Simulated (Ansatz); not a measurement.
# Antifluorite alloy of Li2S and Na2S (60 of 64 Li sites exchanged), 96 atoms

Ansatz, PAW, plane waves. PBEsol relaxation of volume and atoms (shape held) at the single k point (¼, ¼, ¼) without its symmetry partners; single points on the relaxed atoms at the Γ point alone, onto which points of the small cell's zone fold. Arrangement: quasirandom. No spin–orbit coupling unless named.

Relaxed structure:

```yaml
crystal:
  lattice:
    - [12.92218, 0.00000, 0.00000]
    - [0.00000, 12.92218, 0.00000]
    - [0.00000, 0.00000, 12.92218]
  atoms:
    - { symbol: Na, position: [0.37563, 0.12586, 0.12290] }
    - { symbol: Na, position: [0.37240, 0.12429, 0.63019] }
    - { symbol: Na, position: [0.37378, 0.62416, 0.12510] }
    - { symbol: Na, position: [0.37647, 0.62090, 0.62643] }
    - { symbol: Na, position: [0.87512, 0.12492, 0.12496] }
    - { symbol: Na, position: [0.87242, 0.12751, 0.62634] }
    - { symbol: Na, position: [0.87620, 0.62424, 0.12470] }
    - { symbol: Na, position: [0.87649, 0.62568, 0.62168] }
    - { symbol: Na, position: [0.12694, 0.37540, 0.12389] }
    - { symbol: Na, position: [0.13026, 0.37543, 0.62503] }
    - { symbol: Na, position: [0.12591, 0.87374, 0.12642] }
    - { symbol: Na, position: [0.12508, 0.87444, 0.62554] }
    - { symbol: Na, position: [0.62397, 0.37438, 0.12136] }
    - { symbol: Na, position: [0.62392, 0.87586, 0.12401] }
    - { symbol: Na, position: [0.62455, 0.87877, 0.62530] }
    - { symbol: Na, position: [0.12545, 0.12523, 0.37528] }
    - { symbol: Na, position: [0.12885, 0.12535, 0.87437] }
    - { symbol: Na, position: [0.12651, 0.62327, 0.87559] }
    - { symbol: Na, position: [0.62399, 0.12692, 0.37816] }
    - { symbol: Na, position: [0.62133, 0.12493, 0.87776] }
    - { symbol: Na, position: [0.62751, 0.62475, 0.37509] }
    - { symbol: Na, position: [0.62276, 0.62194, 0.87267] }
    - { symbol: Na, position: [0.12737, 0.12542, 0.12322] }
    - { symbol: Na, position: [0.12543, 0.12530, 0.62587] }
    - { symbol: Na, position: [0.12525, 0.62432, 0.12745] }
    - { symbol: Na, position: [0.12785, 0.62306, 0.62589] }
    - { symbol: Na, position: [0.62412, 0.12573, 0.12516] }
    - { symbol: Na, position: [0.61866, 0.13549, 0.63163] }
    - { symbol: Na, position: [0.62308, 0.62305, 0.12275] }
    - { symbol: Na, position: [0.62528, 0.62894, 0.62493] }
    - { symbol: Na, position: [0.37597, 0.37498, 0.37820] }
    - { symbol: Na, position: [0.37433, 0.87395, 0.37495] }
    - { symbol: Na, position: [0.37427, 0.87772, 0.87513] }
    - { symbol: Na, position: [0.87638, 0.37846, 0.37421] }
    - { symbol: Na, position: [0.87329, 0.37379, 0.87272] }
    - { symbol: Na, position: [0.87637, 0.87535, 0.37582] }
    - { symbol: Na, position: [0.87448, 0.87511, 0.87537] }
    - { symbol: Na, position: [0.37474, 0.37541, 0.12392] }
    - { symbol: Na, position: [0.38269, 0.37154, 0.63147] }
    - { symbol: Na, position: [0.37462, 0.87544, 0.12441] }
    - { symbol: Na, position: [0.37369, 0.87383, 0.62494] }
    - { symbol: Na, position: [0.87501, 0.37440, 0.12354] }
    - { symbol: Na, position: [0.88076, 0.37719, 0.62333] }
    - { symbol: Na, position: [0.87622, 0.87338, 0.12685] }
    - { symbol: Na, position: [0.87457, 0.87648, 0.62619] }
    - { symbol: Na, position: [0.37484, 0.12512, 0.37565] }
    - { symbol: Na, position: [0.37604, 0.62322, 0.37668] }
    - { symbol: Na, position: [0.37485, 0.62235, 0.87552] }
    - { symbol: Na, position: [0.87397, 0.12793, 0.37668] }
    - { symbol: Na, position: [0.87573, 0.12525, 0.87532] }
    - { symbol: Na, position: [0.87789, 0.62578, 0.37441] }
    - { symbol: Na, position: [0.87384, 0.62304, 0.87261] }
    - { symbol: Na, position: [0.12668, 0.37614, 0.37530] }
    - { symbol: Na, position: [0.12839, 0.37385, 0.87428] }
    - { symbol: Na, position: [0.12545, 0.87296, 0.37609] }
    - { symbol: Na, position: [0.12547, 0.87475, 0.87596] }
    - { symbol: Na, position: [0.62512, 0.37533, 0.37205] }
    - { symbol: Na, position: [0.61931, 0.37212, 0.86824] }
    - { symbol: Na, position: [0.62443, 0.87599, 0.37548] }
    - { symbol: Na, position: [0.62318, 0.87576, 0.87464] }
    - { symbol: Li, position: [0.64129, 0.39297, 0.60969] }
    - { symbol: Li, position: [0.12667, 0.62416, 0.37638] }
    - { symbol: Li, position: [0.37412, 0.36720, 0.87655] }
    - { symbol: Li, position: [0.37526, 0.13082, 0.87841] }
    - { symbol: S, position: [0.00066, 0.99974, 0.00095] }
    - { symbol: S, position: [0.99936, 0.00156, 0.50088] }
    - { symbol: S, position: [0.00002, 0.49882, 0.99855] }
    - { symbol: S, position: [0.00706, 0.50522, 0.49535] }
    - { symbol: S, position: [0.49574, 0.00318, 0.99765] }
    - { symbol: S, position: [0.49903, 0.00154, 0.50164] }
    - { symbol: S, position: [0.49552, 0.49493, 0.99549] }
    - { symbol: S, position: [0.50844, 0.49477, 0.50559] }
    - { symbol: S, position: [0.25950, 0.25031, 0.99174] }
    - { symbol: S, position: [0.25145, 0.24992, 0.50082] }
    - { symbol: S, position: [0.25000, 0.74928, 0.00038] }
    - { symbol: S, position: [0.24692, 0.74376, 0.49665] }
    - { symbol: S, position: [0.74981, 0.25006, 0.99899] }
    - { symbol: S, position: [0.74516, 0.25914, 0.50596] }
    - { symbol: S, position: [0.74930, 0.74865, 0.99912] }
    - { symbol: S, position: [0.75051, 0.75161, 0.49976] }
    - { symbol: S, position: [0.25016, 0.00042, 0.25017] }
    - { symbol: S, position: [0.25173, 0.00143, 0.75334] }
    - { symbol: S, position: [0.24718, 0.50374, 0.25534] }
    - { symbol: S, position: [0.25582, 0.49473, 0.75440] }
    - { symbol: S, position: [0.75002, 0.00091, 0.25104] }
    - { symbol: S, position: [0.74860, 0.00238, 0.75068] }
    - { symbol: S, position: [0.75016, 0.50023, 0.24829] }
    - { symbol: S, position: [0.74578, 0.49504, 0.74138] }
    - { symbol: S, position: [0.00094, 0.25052, 0.24957] }
    - { symbol: S, position: [0.00105, 0.25084, 0.74945] }
    - { symbol: S, position: [0.00501, 0.74557, 0.25475] }
    - { symbol: S, position: [0.00004, 0.74876, 0.75015] }
    - { symbol: S, position: [0.49950, 0.25082, 0.25020] }
    - { symbol: S, position: [0.48486, 0.24559, 0.76609] }
    - { symbol: S, position: [0.50041, 0.74896, 0.25010] }
    - { symbol: S, position: [0.49925, 0.75041, 0.74963] }
```

Question: What are the mean bond lengths by pair (pairs within 1.2 times the sum of covalent radii, less contacts 15 % beyond the pair's median; cation–cation pairs of compounds aside; long ionic contacts are cut short by that bound)?

Answer: Li–S 2.638 ± 0.083 Å (standard deviation, 14 bonds); Na–S 2.805 ± 0.031 Å (standard deviation, 240 bonds).

Question: What gap lies between the top filled and the lowest empty level in the single points?

Answer: HSE06 3.58 eV (32 s on NVIDIA GB200).
